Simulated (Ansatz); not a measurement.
# Mg2CdN2: two-dimensional strain map

All numbers below come from DFT LDA, scalar-relativistic, plane waves, PAW in Ansatz 0.2.0. Cutoff 420 eV, Γ-centred 12×12×6 k-points, Gaussian smearing of 0.03 eV. No spin polarisation. Energies are free energies at this smearing, counted from the undisturbed cell; pressure is positive in compression.

Zero of the scan (as given, not relaxed at this level; it stands at -8.1 GPa, and it needn't be the usual structure):

```
Mg Cd N
1.0
     3.55288    0.00000    0.00000
    -1.77644    3.07689    0.00000
     0.00000    0.00000    5.98383
Mg Cd N
2 1 2
Direct
  0.66667 0.33333 0.15344
  0.33333 0.66667 0.84656
  0.00000 0.00000 0.50000
  0.66667 0.33333 0.77223
  0.33333 0.66667 0.22777
```

The cell is strained by p along both x and y and by q along z, fractional coordinates fixed. Points are written (p, q). At -8 GPa the given cell is far from its own equilibrium, so these figures belong to a strongly strained crystal.

Energy above the undisturbed cell in meV/atom (a dash: not computed):

```csv
p \ q,-0.080,-0.040,0.000,0.040,0.080
-0.080,152.8,95.5,?,70.8,90.5
-0.040,17.0,?,-14.2,?,?
0.000,-10.2,-16.9,0.0,34.5,81.9
0.040,38.8,50.7,82.9,129.8,187.2
0.080,139.7,167.0,212.0,269.3,334.9
```

(1) Fill in the withheld energies.

Results:

(1) (-0.080, 0.000): 70.6; (-0.040, -0.040): -12.3; (-0.040, 0.040): 5.0; (-0.040, 0.080): 40.2.